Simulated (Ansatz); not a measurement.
A geometry of SnO2 away from equilibrium: the start of the relaxation of a relaxed SnO2 cell shaken by Gaussian noise of σ = 0.08 Å a coordinate. The numbers are results of r2SCAN (plane waves to 500 eV, PAW, scalar-relativistic; Ansatz, a program for electronic structure), not measurements. Γ-centred k-mesh 5×5×4 on the run's cell (coarser than for final values), Fermi–Dirac smearing 0.05 eV.

```xyz
9
Lattice="5.9888 0.0000 0.0000 -2.9944 5.1864 0.0000 0.0000 0.0000 6.5819" Properties=species:S:1:pos:R:3 pbc="T T T"
Sn     3.0069    -0.0472     0.0166
Sn     1.4026     2.7606     2.1228
Sn    -1.5421     2.6777     4.3670
O     -0.0484     2.1020     3.4304
O      4.2295     0.9904     5.5747
O      1.1220     4.1705     0.9944
O      3.1472     3.0187     3.1720
O     -1.2020     4.1533     5.4614
O      1.8200     1.0269     1.1660
```

Q: Which atoms carry the largest force, and which way does it point?

A: 6.72 eV/Å, on Sn1 (atoms numbered as listed); on Sn1 its components are (-4.35, 4.23, -2.88).

Q: What is the pressure?

A: +2.9 GPa, compression positive.

No spin polarisation in the result.

The end of the path is a generated cell of SnO2: the first start was made by placing the elements on the sites of a structure type, and the end was not matched to a known phase here, so it may be hypothetical. Known forms of SnO2 include space group No. 136.
